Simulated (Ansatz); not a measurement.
Relaxed-ion elastic tensor of SrCoO$_{3}$ (cubic perovskite, space group No. 221) in GPa (Voigt order), the program Ansatz at the PBEsol level (PAW); density 6.03 g/cm³, 10.71 Å³ per atom.

```csv
,1,2,3,4,5,6
1,242,136,136,0.0,0.0,0.0
2,136,242,136,0.0,0.0,0.0
3,136,136,242,0.0,0.0,0.0
4,0.0,0.0,0.0,107,0.0,0.0
5,0.0,0.0,0.0,0.0,107,0.0
6,0.0,0.0,0.0,0.0,0.0,107
```

Task: Is the crystal mechanically stable?

Result: Yes: the smallest eigenvalue of C is 106 GPa.

Task: Work out the Voigt, Reuss and Hill averages.

Result: K_V = 172, K_R = 172, K_H = 172; G_V = 85.3, G_R = 75.9, G_H = 80.6 GPa.

Task: Give Young's modulus, Poisson's ratio, Pugh's ratio and the universal anisotropy index.

Result: E = 9KG/(3K + G) = 209 GPa; ν = 0.30; K/G = 2.13 (ductile by the Pugh limit of 1.75); A_U = 5G_V/G_R + K_V/K_R − 6 = 0.62.

Task: Estimate the sound speeds and the Debye temperature.

Result: v_l = √((K + 4G/3)/ρ) = 6800 m/s, v_t = √(G/ρ) = 3650 m/s, mean 4080 m/s; Θ = (h/k)(3n/4πV)^(1/3) v_m = 551 K.

Task: Give the Zener ratio and Young's modulus along [100], [110] and [111].

Result: A = 2C44/(C11 − C12) = 2.02; 1/E = S11 − 2(S11 − S12 − S44/2)Γ with Γ = 0, 1/4, 1/3 gives 144, 219, 265 GPa.

Space group Pm-3m (cubic perovskite). The workflow started from an entry of the Crystallography Open Database (COD). Whether it is the stable phase at ambient conditions was not checked. The PBEsol relaxation kept the symmetry of its start; whether a distortion lowers the energy is not shown. The final state is ferromagnetic, chosen from 4 collinear starts compared on coarse meshes (ties went to the first, and starts can fall back to one state), not a proven ground state. No Hubbard U is applied. The compound may be a true metal, but semilocal functionals without U, or a wrong spin order, can also close a gap. As this level gives no gap, shear constants depend on the k-mesh and smearing (Fermi–Dirac, 0.1 eV here).

Potentials: the later of the program's two PAW sets.
